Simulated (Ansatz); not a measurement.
## Sb2Se3: ¹²³Sb NMR of the central transition

Cell: a COD entry (perhaps calculated rather than measured), its atoms then relaxed with PBE in this cell.

Space group Pnma (No. 62); a = 11.7940, b = 3.9860, c = 11.6480 Å.

| site | Wyckoff | site symmetry | x | y | z |
| --- | --- | --- | --- | --- | --- |
| Sb1 | 4c | .m. | 0.5255 | 0.2500 | 0.1722 |
| Sb5 | 4c | .m. | 0.6483 | 0.7500 | 0.4613 |
| Se9 | 4c | .m. | 0.6280 | 0.7500 | 0.0538 |
| Se13 | 4c | .m. | 0.7141 | 0.2500 | 0.3053 |
| Se17 | 4c | .m. | 0.4445 | 0.7500 | 0.3698 |

One atom of each set is listed.

Computed with Ansatz: DFT, PBEsol, plane waves and PAW, scalar-relativistic, 420 eV cutoff, Γ-centred 3×7×3 k-points, Fermi–Dirac smearing 0.02 eV.

¹²³Sb has I = 7/2 and Q = -692.0 mb (Pyykkö 2018); at 14.1 T its Larmor frequency is ν₀ = 78.3 MHz (from the bare nuclear moment; shielding lowers the observed one by a per cent or two). Only the quadrupole interaction is simulated: positions count from each site's isotropic chemical shift, and shift anisotropy, dipolar and J coupling are left out.

The Sb sites: Sb1 (4 atoms; 3 Se at 2.71 Å; also 3 Se at 3.19 Å); Sb5 (4 atoms; 3 Se at 2.63–2.81 Å; also 4 Se at 3.01–3.48 Å).

Fitted components of the simulated spectrum:

```tsv
component	|C_Q| (MHz)	η
A	174	0.47
B	227	0.01
```

**Question.** Which site most likely gives which component?

**Answer.** By the calculation, A is Sb1, B is Sb5. At Sb1 V_zz stands upright on the plane through its three neighbours (within 11°). Like point charges on the first shell alone (each adding as 1/d³) would put Sb1 above Sb5: the covalent part of each bond and the atoms beyond the first shell count as well.

With ν_Q/ν₀ up to 0.21, terms beyond second order are no longer negligible.

Without spin–orbit coupling (the program notes it for Sb) the gradients can shift somewhat, as the gap is small.
